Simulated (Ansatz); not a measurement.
input.yaml (Ansatz)

```yaml
crystal:
  lattice:
    - [-1.5294060296, 1.2530205847, 1.1184799294]
    - [1.2530205847, -1.5294060296, 1.1184799294]
    - [2.7486641401, 2.7486641401, -1.624680378]
  atoms:
    - { symbol: Be, position: [0.9583748408, 0.0416251592, 0.0] }
    - { symbol: Be, position: [0.7916251592, 0.2083748408, 0.5] }
hamiltonian:
  xc: blyp
  pseudopotentials:
    kind: paw
    azcp:
      Be: "pseudopotentials/Be.paw.azcp"
basis:
  ecutwfc: 420
  fft_grid_basis: typed
kpoints:
  mp_grid: { grid: [30, 30, 15], shift: [0, 0, 0] }
magnetization:
  spin_polarized: false
scf:
  occupations: { method: fermi_dirac, width: 0.1 }
```

and its output:

```
Engine: ansatz 0.2.0, aarch64-unknown-linux-gnu
Pseudopotentials: kind: paw
Pseudopotential: Be, paw, valence charge 2, recommended cutoff 420 eV (normal) 
Functional definition: BLYP
  parameter beta = 0.0042
  parameter a = 0.04918
  parameter b = 0.132
  parameter c = 0.2533
  parameter d = 0.349
  exchange = b88_x(beta = beta)
  correlation = lyp_c(a = a, b = b, c = c, d = d)
Crystal: 2 atoms, lattice volume = 15.859 Å³
Basis set: ecut = 420 eV, 311 PW (Γ), exchange–correlation on 32×32×60 points (8 copies of the dense FFT grid, shifted against one another)
Bands: 6, of which v1, the nominal top of the filled ones, is band 2 counted from 1 (1 counted from 0)
Symmetry: 4 space group operations
Space group: C2/c (ITA 15), of the structure as read, at distance tolerance 2.5e-5 Å
k-points: 3496 of 13500
Non-local potential: Be, projectors of the file, l = 0: 2, l = 1: 2, l = 2: 1
PAW form: soft (Blöchl's): semilocal exchange-correlation on the pseudo side does not see the compensation charge
PAW frozen core: Be, regenerated for the run's functional, and the local potential with it (the file was generated under x = pbe(κ = 0.804, μ = 0.2195149727645171), c = pbe(β = 0.06672455060314922))
PAW one-centre angular grid: Be, 110 points (default); XC on 64 Gauss nodes
Initial density: superposition of atomic densities (neutral atoms: chi_scale 0, normalization atom), corrected by the library's trained network
Initial wavefunctions: pseudopotential atomic-orbital guess
Functional: x = b88, c = lyp
SCF iter   1: F=—  HF=-185.758695 eV  |F-HF|=—  |Δ(HF+E_count)|=         —  Δρ=3.44e-3  dr2=1.48e-3  ethr=1.77e-3  ⟨swp⟩=5.4  Hψ=187270  notcnv=0
SCF iter   2: F=—  HF=-185.758467 eV  |F-HF|=—  |Δ(HF+E_count)|=   2.27e-4  Δρ=2.21e-3  dr2=6.20e-4  ethr=3.69e-5  ⟨swp⟩=1.0  Hψ=48979  notcnv=0
SCF iter   3: F=—  HF=-185.758454 eV  |F-HF|=—  |Δ(HF+E_count)|=   1.36e-5  Δρ=1.19e-4  dr2=1.57e-6  ethr=1.55e-5  ⟨swp⟩=1.0  Hψ=20976  notcnv=0
SCF iter   4: F=—  HF=-185.758438 eV  |F-HF|=—  |Δ(HF+E_count)|=   1.51e-5  Δρ=1.34e-5  dr2=1.59e-8  ethr=3.92e-8  ⟨swp⟩=2.0  Hψ=28021  notcnv=0
iter 5 did not close the SCF: its close was put off for the readings that it lacked (scf_convergence_deferred on its scf_iter line)
SCF iter   5: F=-185.758439 eV  HF=-185.758438 eV  |F-HF|=1.89e-9  |Δ(HF+E_count)|=   1.57e-8  Δρ=3.48e-6  dr2=9.31e-10  ethr=3.97e-10  ⟨swp⟩=2.0  Hψ=28002  notcnv=0
SCF iter   6: F=-185.758439 eV  HF=-185.758439 eV  |F-HF|=1.51e-12  |Δ(HF+E_count)|=   2.16e-9  Δρ=7.99e-8  dr2=3.16e-13  ethr=2.33e-11  ⟨swp⟩=1.0  Hψ=59487  notcnv=0
SCF 1 converged in 6 iterations: F = -185.758439 eV  dr2 = 3.16e-13
SCF converged after 6 iterations
Free energy (F): -185.758439 eV
Harris-Foulkes:  -185.758439 eV  (|F-HF|=1.51e-12)
Internal energy: -185.754920 eV  (E = F + TS)
E sigma→0 (E₀):  -185.756679 eV
Entropy (-TS):   -0.003518 eV (-1.759 meV/atom)
Fermi energy:    8.530269 eV
--- Per-component energies (eV) ---
  E_band       = 14.082214
  E_kinetic    = 42.246437
  E_local      = 4.893627  (includes V_loc(G=0)·N_el)
  E_nonlocal   = 9.469925
  E_hartree    = 0.093071
  E_xc         = -37.789035
  E_vxc        = -39.430095  (∫ρ·V_xc dr)
  E_paw        = -121.268531  (= ΣΔE_a)
  E_vpaw       = -3.283821  (= ΣTr[D̂ρ^β])
  E_aug_tail   = -0.000001  (compensation charges beyond the density's cutoff)
  E_ewald      = -83.400263
  E_core_change = -0.000150  (= ΣΔE_core)
  E_smearing   = -0.003518  (= −TS)
  E_closure    = 0.000000  (closes the sum)
  Σ components = -185.758439   (vs F -185.758439, Δ=0.00e0)
```

Command:

```sh
ansatz run input.yaml --threads 2 --pin off --max-ram 5120MiB --backend cpu --events-out ev --progress --plain --runs-dir out
```

On 2 threads of Arm Neoverse V1 (shared host) this took about 13 s of wall time and 26 s of CPU time.
